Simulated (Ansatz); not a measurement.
Starting cell, BP (zinc blende):

```xyz
4
Lattice="0.0000 4.5364 4.5364 2.2682 2.2682 4.5364 2.2682 2.2682 0.0000" Properties=species:S:1:pos:R:3 pbc="T T T"
P      3.4023     3.4023     3.4023
P      3.4023     5.6705     5.6705
B      0.0000     0.0000     0.0000
B      2.2682     4.5364     2.2682
```

The atoms are displaced by Q × the pattern below (from a DFPT mode at X = (0.5, 0.5, 0.0), largest move 1; Q in Å), at fixed cell. It is one choice among 2 degenerate patterns. (q is in reciprocal vectors of the primitive cell; the cell shown is doubled to hold the pattern.)

```
atom       x       y      z
----  ------  ------  -----
P1     0.277   0.000  0.000
P2    -0.277   0.000  0.000
B3     0.000  -1.000  0.000
B4     0.000   1.000  0.000
```

Calculation: r2SCAN (plane waves to 500 eV, PAW, scalar-relativistic; Ansatz, a first-principles code). k mesh 12×12×12 (Γ-centred), Fermi-Dirac smearing 0.05 eV. BP was relaxed with its symmetry unable to fall. The PAW data are Ansatz's earlier set. 

```json
[
 {"Q (Å)": "-0.180", "−dE/dQ from forces (eV/Å)": "8.857"},
 {"Q (Å)": "-0.150", "−dE/dQ from forces (eV/Å)": "7.394"},
 {"Q (Å)": "-0.120", "−dE/dQ from forces (eV/Å)": "5.922"},
 {"Q (Å)": "-0.090", "−dE/dQ from forces (eV/Å)": "4.445"},
 {"Q (Å)": "-0.060", "−dE/dQ from forces (eV/Å)": "2.964"},
 {"Q (Å)": "-0.030", "−dE/dQ from forces (eV/Å)": "1.482"},
 {"Q (Å)": "0.000", "−dE/dQ from forces (eV/Å)": "0.000"},
 {"Q (Å)": "0.030", "−dE/dQ from forces (eV/Å)": "-1.482"},
 {"Q (Å)": "0.060", "−dE/dQ from forces (eV/Å)": "-2.964"},
 {"Q (Å)": "0.090", "−dE/dQ from forces (eV/Å)": "-4.445"},
 {"Q (Å)": "0.120", "−dE/dQ from forces (eV/Å)": "-5.922"},
 {"Q (Å)": "0.150", "−dE/dQ from forces (eV/Å)": "-7.394"},
 {"Q (Å)": "0.180", "−dE/dQ from forces (eV/Å)": "-8.857"}
]
```

Q: What harmonic wavenumber does the curvature at Q = 0 give?

A: 714 cm⁻¹. E″ = 49.41 eV/Å², M = Σ mᵢ|uᵢ|² = 26.4 u, ν̃ = 521.5·√(|E″|/M).

(For displaced atoms, the force is minus the slope of the energy, and its curvature is a force constant, which sets phonon frequencies.)
